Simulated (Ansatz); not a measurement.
Band table of Rh

```xyz
1
Lattice="0.0000 1.9141 1.9141 1.9141 0.0000 1.9141 1.9141 1.9141 0.0000" Properties=species:S:1:pos:R:3 pbc="T T T"
Rh    0.0000    0.0000    0.0000
```

The cell comes from COD entry 9008482, which wasn't checked; take it as a given geometry. The listed cell was then made from it by scaling, straining or moving an atom.

All numbers below come from Ansatz 0.2.0, DFT, PBEsol, all-electron LAPW, scalar-relativistic.

Sampling and basis: a Γ-centred 16×16×16 k mesh, Fermi–Dirac smearing of 0.08 eV, basis error target 1 meV/atom, no spin polarisation.

Path points, in fractions of the reciprocal vectors: Γ (0.000, 0.000, 0.000), X (0.500, 0.000, 0.500), U (0.625, 0.250, 0.625), K (0.375, 0.375, 0.750), L (0.500, 0.500, 0.500), W (0.500, 0.250, 0.750). Levels in eV from the Fermi level; bands 10 to 16, counted from the lowest band of the run. The gap is zero.

```
# k(1/Å) point b10 b11 b12 b13 b14 b15 b16
0.000 Γ -7.90 -3.00 -3.00 -3.00 -0.95 -0.95 15.74
0.328 - -7.38 -3.33 -2.73 -2.73 -1.30 -0.82 16.48
0.657 - -6.11 -4.12 -1.96 -1.96 -1.94 -0.47 18.35
0.985 - -5.45 -4.97 -1.22 -0.81 -0.81 -0.01 16.90
1.313 - -5.90 -5.58 0.39 0.39 0.39 1.38 14.15
1.641 X -6.16 -5.80 0.55 0.97 0.97 3.15 11.97
1.757 - -6.12 -5.76 0.48 0.63 0.94 3.55 11.91
1.873 - -5.99 -5.62 -0.04 0.29 0.87 4.40 11.58
1.989 - -5.82 -5.38 -0.75 0.02 0.74 5.42 10.70
2.105 - -5.61 -5.04 -1.42 -0.31 0.58 6.52 9.58
2.222 U -5.37 -4.65 -2.03 -0.66 0.37 7.68 8.41
2.423 - -5.12 -4.41 -2.56 -0.93 0.43 7.87 8.32
2.624 - -4.73 -4.16 -3.27 -1.18 0.55 7.79 8.51
2.825 - -4.73 -4.16 -3.27 -1.18 0.55 7.79 8.51
3.026 - -5.12 -4.41 -2.56 -0.93 0.43 7.87 8.32
3.227 K -5.37 -4.65 -2.03 -0.66 0.37 7.68 8.41
3.575 - -4.57 -3.69 -3.35 -1.53 -0.44 5.01 11.34
3.923 - -4.53 -3.90 -3.18 -1.88 -1.37 2.05 13.79
4.271 - -5.91 -3.75 -2.61 -2.22 -1.68 -0.11 16.23
4.619 - -7.33 -3.27 -2.79 -2.74 -1.20 -0.90 16.51
4.967 Γ -7.90 -3.00 -3.00 -3.00 -0.95 -0.95 15.74
5.252 - -7.51 -3.16 -2.85 -2.85 -1.02 -1.02 16.27
5.536 - -6.56 -3.34 -2.63 -2.63 -1.00 -1.00 16.31
5.820 - -5.89 -2.73 -2.73 -2.57 -0.47 -0.47 13.24
6.104 - -5.92 -2.96 -2.96 -0.61 0.25 0.25 10.08
6.389 L -6.00 -3.07 -3.07 0.57 0.57 0.67 8.39
6.621 - -5.79 -3.26 -2.88 -0.90 0.53 2.37 8.34
6.853 - -5.24 -3.75 -2.32 -2.12 0.42 4.29 8.23
7.085 - -4.55 -4.31 -3.01 -1.57 0.38 6.30 8.25
7.317 - -4.74 -3.96 -3.54 -1.18 0.68 8.25 8.69
7.549 W -4.89 -3.72 -3.72 -1.16 0.97 9.41 9.41
7.713 - -5.06 -4.45 -2.84 -0.95 0.97 8.03 10.66
7.878 - -5.43 -5.03 -1.85 -0.47 0.97 6.60 11.27
8.042 - -5.81 -5.46 -0.76 0.05 0.97 5.17 11.58
8.206 - -6.07 -5.71 0.33 0.41 0.97 3.86 11.86
8.370 X -6.16 -5.80 0.55 0.97 0.97 3.15 11.97
```
